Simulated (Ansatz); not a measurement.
ZrTi:
```
CELL_PARAMETERS angstrom
      3.02176     0.00000     0.00000
     -1.51088     2.61692     0.00000
      0.00000     0.00000     4.81200
ATOMIC_POSITIONS crystal
  Zr 0.00000 0.00000 0.00000
  Ti 0.33333 0.66667 0.50000
```

Relaxed with LDA. Special points in fractions of this cell's reciprocal vectors: Γ (0.000, 0.000, 0.000); M (0.500, 0.000, 0.000); K (0.333, 0.333, 0.000); A (0.000, 0.000, 0.500); L (0.500, 0.000, 0.500); H (0.333, 0.333, 0.500).

Question: List the band energies nearest the Fermi level at these points for LDA (plane waves, PAW; program Ansatz).

Answer: In eV from the Fermi level; about four levels below and three above (degenerate sets whole), none deeper than 8.9 eV; points with the same levels are listed once.

```json
[
 {"k": "Γ", "below": "-5.91 -3.02", "above": "0.77 0.77 0.90"},
 {"k": "M", "below": "-2.93 -2.23 -2.15 -0.24", "above": "0.46 0.73 1.35"},
 {"k": "K", "below": "-1.43 -1.18 -1.13 0.00", "above": "0.39 1.78 3.37"},
 {"k": "A", "below": "-4.16 -3.92 -0.02", "above": "0.12 0.67 0.67"},
 {"k": "L", "below": "-3.06 -2.89 -1.07 -0.84", "above": "1.27 1.52 2.43"},
 {"k": "H", "below": "-1.61 -1.06 -0.94 -0.09", "above": "0.15 1.84 1.92"}
]
```

Space group P-6m2. The first step of the workflow began from a Materials Project structure, measured or hypothetical; the Crystallography Open Database copy checked does not list it. With Zr and Ti taken as one species the cell has the higher symmetry P6_3/mmc, so it may be an ordered model of a mixed-site phase. Whether it is the stable phase at ambient conditions was not checked. Symmetry was held in the LDA relaxation; whether a distortion lowers the energy is not shown. No spin polarisation was allowed. Spin–orbit coupling is left out wherever it is not named.

Potentials: the later of the program's two PAW sets.
